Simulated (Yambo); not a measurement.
Consider the following.

```
CELL_PARAMETERS angstrom
      0.00000     2.75233     2.75233
      2.75233     0.00000     2.75233
      2.75233     2.75233     0.00000
ATOMIC_POSITIONS crystal
  Br 0.50000 0.50000 0.50000
  Ag 0.00000 0.00000 0.00000
```

Workflow: norm-conserving PBEsol (Quantum ESPRESSO, 82 Ry, no spin-orbit coupling), then G0W0 in Yambo (4×4×4 Γ-centred k mesh, bands 5 to 114 and a 10 Ry block in the screening, 114 bands in G with the Bruneval-Gonze terminator, plasmon pole fitted at 27.2 eV).

**Question.** Give the PBEsol and G0W0 gaps between the band edges found on this mesh, and say where the edges lie.

**Answer.** Edges: L → Γ. PBEsol: 0.52 eV; G0W0: 1.77 eV. Convergence of the G0W0 settings was not tested. Spin-orbit splittings are left out.

Geometry strained from the cell relaxed with PBEsol, atoms relaxed again.
